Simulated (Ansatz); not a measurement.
ReS$_{2}$:
```yaml
crystal:
  lattice:
    - [3.31337, 0.00000, 0.00000]
    - [-1.65668, 2.86946, 0.00000]
    - [0.00000, 0.00000, 13.93805]
  atoms:
    - { symbol: Re, position: [0.33333, 0.66667, 0.25000] }
    - { symbol: Re, position: [0.66667, 0.33333, 0.75000] }
    - { symbol: S, position: [0.33333, 0.66667, 0.64651] }
    - { symbol: S, position: [0.66667, 0.33333, 0.14651] }
    - { symbol: S, position: [0.66667, 0.33333, 0.35349] }
    - { symbol: S, position: [0.33333, 0.66667, 0.85349] }
```

Relaxed with PBE. Special points in fractions of this cell's reciprocal vectors: Γ (0.000, 0.000, 0.000); M (0.500, 0.000, 0.000); K (0.333, 0.333, 0.000); A (0.000, 0.000, 0.500); L (0.500, 0.000, 0.500); H (0.333, 0.333, 0.500).

**Question.** List the band energies nearest the Fermi level at these points for plane-wave PAW PBE (Ansatz code).

**Answer.** In eV from the Fermi level; about four levels below and three above (degenerate sets whole), none deeper than 8.9 eV; points with the same levels are listed once.

```
k                    below                above
-  -----------------------  -------------------
Γ  -3.47 -2.68 -1.69 -1.30  0.60 0.60 0.60 0.60
M  -2.72 -2.68 -0.14 -0.14       0.14 0.14 1.88
K  -2.28 -2.26 -1.23 -1.23       1.51 1.51 1.55
A  -3.12 -3.12 -1.44 -1.44  0.60 0.60 0.60 0.60
L  -2.70 -2.70 -0.14 -0.14  0.14 0.14 2.03 2.03
H  -2.27 -2.27 -1.23 -1.23  1.51 1.51 1.70 1.70
```

Space group P6_3/mmc. The cell is a constructed one: a structure type filled with these elements; neither database checked (COD, Materials Project) lists it. Its standing as an ambient phase is unchecked. The cell was relaxed with PBE under the symmetry of its start; whether a distortion lowers the energy is not shown. No spin polarisation was allowed. A crystal of weakly bound layers computed without a dispersion correction: the cell and the soft elastic constants depend strongly on that. Spin–orbit coupling is left out wherever it is not named.

Potentials: the later of the program's two PAW sets.
